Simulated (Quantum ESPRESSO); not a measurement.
## Band energies of SiC at +2 % biaxial strain

```
CELL_PARAMETERS angstrom
      3.13767     0.00000     0.00000
     -1.56884     2.71730     0.00000
      0.00000     0.00000     5.02871
ATOMIC_POSITIONS crystal
  C  0.33333 0.66667 0.87666
  C  0.66667 0.33333 0.37666
  Si 0.33333 0.66667 0.49834
  Si 0.66667 0.33333 0.99834
```

PBEsol (Quantum ESPRESSO, PseudoDojo norm-conserving, 82 Ry, no spin-orbit coupling); path ΓMKΓALHA,LM,KH; energies in eV from the valence-band maximum.

```csv
k (1/Å),point,band 4,band 5,band 6,band 7,band 8,band 9,band 10,band 11
0.00,Γ,-1.51,-1.51,-0.09,-0.09,0.00,4.02,5.93,6.16
0.42,,-3.93,-2.27,-1.88,-0.50,-0.41,4.22,6.59,6.71
0.84,,-6.14,-4.79,-3.21,-2.19,-1.04,2.76,4.63,6.71
1.16,M,-6.16,-5.39,-3.45,-3.26,-1.22,2.37,4.21,6.47
1.27,,-6.14,-5.37,-3.68,-3.27,-1.41,2.70,4.08,6.48
1.82,K,-6.22,-6.22,-4.03,-4.03,-3.69,2.26,7.81,8.66
2.23,,-5.64,-5.61,-4.33,-2.54,-2.35,3.47,6.11,7.11
2.65,,-4.42,-3.25,-2.04,-0.88,-0.73,5.22,5.29,6.57
3.06,,-1.72,-1.57,-0.23,-0.11,-0.02,4.18,5.93,6.16
3.16,Γ,-1.51,-1.51,-0.09,-0.09,0.00,4.02,5.93,6.16
3.66,,-3.07,-1.08,-1.08,-0.64,-0.64,4.78,5.67,6.57
3.78,A,-4.23,-0.86,-0.86,-0.86,-0.86,5.19,5.19,6.87
4.10,,-4.23,-2.03,-2.03,-1.24,-1.24,5.25,5.25,6.75
4.52,,-6.18,-2.67,-2.67,-2.15,-2.15,3.64,3.64,6.34
4.94,L,-8.21,-2.54,-2.54,-2.22,-2.22,3.11,3.11,5.06
5.50,,-7.79,-5.40,-5.40,-1.66,-1.66,4.85,4.85,6.15
5.61,H,-7.78,-5.57,-5.57,-1.63,-1.63,4.96,4.96,6.01
5.89,,-7.36,-4.82,-4.82,-1.85,-1.85,4.75,4.75,6.57
6.27,,-5.43,-2.99,-2.99,-2.44,-2.44,4.94,4.94,7.03
6.66,,-4.22,-1.84,-1.84,-1.23,-1.23,5.56,5.56,6.34
6.94,A,-4.23,-0.86,-0.86,-0.86,-0.86,5.19,5.19,6.87
6.94,L,-8.21,-2.54,-2.54,-2.22,-2.22,3.11,3.11,5.06
7.03,,-7.96,-2.77,-2.66,-2.30,-1.94,2.95,3.15,5.23
7.39,,-6.55,-4.86,-3.37,-2.82,-1.39,2.49,3.73,6.66
7.57,M,-6.16,-5.39,-3.45,-3.26,-1.22,2.37,4.21,6.47
7.57,K,-6.22,-6.22,-4.03,-4.03,-3.69,2.26,7.81,8.66
7.67,,-6.39,-6.39,-3.83,-3.83,-3.78,2.42,7.80,8.18
8.19,H,-7.78,-5.57,-5.57,-1.63,-1.63,4.96,4.96,6.01
```

The PBEsol gap is indirect, 2.26 eV, from Γ to K; the smallest direct gap is 3.60 eV.

Geometry strained from the cell relaxed with PBEsol, atoms relaxed again.
